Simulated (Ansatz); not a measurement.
# YSi2Au2, a known structure type with other elements, at an estimated volume

```xyz
5
Lattice="0.0000 4.4008 0.0000 4.4008 0.0000 0.0000 2.2004 2.2004 -5.1584" Properties=species:S:1:pos:R:3 pbc="T T T"
Au    2.2004    4.4008   -2.5792
Au    4.4008    2.2004   -2.5792
Y     0.0000    0.0000    0.0000
Si    2.2004    2.2004   -1.2896
Si    4.4008    4.4008   -3.8688
```

Method: PBEsol, no spin polarisation; PAW, plane waves to 420 eV, 8×8×8 Γ-centred mesh, fermi-dirac occupations (width 0.1 eV) (Ansatz 0.2.0), atoms fixed.

**Formation energy.** -0.55 eV an atom against the elements' usual phases (free molecules for gases, crystals otherwise, with no correction for O₂ or N₂), so it is bound against them; other compounds may still compete. Relaxing would lower it.
**At the Fermi level.** It is a metal, with about 1.5 states/eV a cell as the mean within 0.25 eV of the Fermi level, mostly Si p (35 %), Y d (35 %) and Au d (12 %).
**Stress.** The pressure is -8.9 GPa (compression positive), so with the atoms held at these fractions the cell would first shrink; the forces are large, so a full relaxation may end otherwise. The principal stresses -11.4, -7.7, -7.7 GPa differ, so its shape would change too.
**Charges.** Bader charges in e: Y +1.69, Si +0.15, Au -0.99. In the mean Y gives up most and Au takes most.
**Forces.** The largest is on Si4 (and as large on other atoms): 1.16 eV/Å, components (0.00, 0.00, 1.16). It makes 120° with the line to a nearest neighbour, Au1 at 2.55 Å.

Origin: a known structure type with other elements, at an estimated volume, so it need not be a known compound.
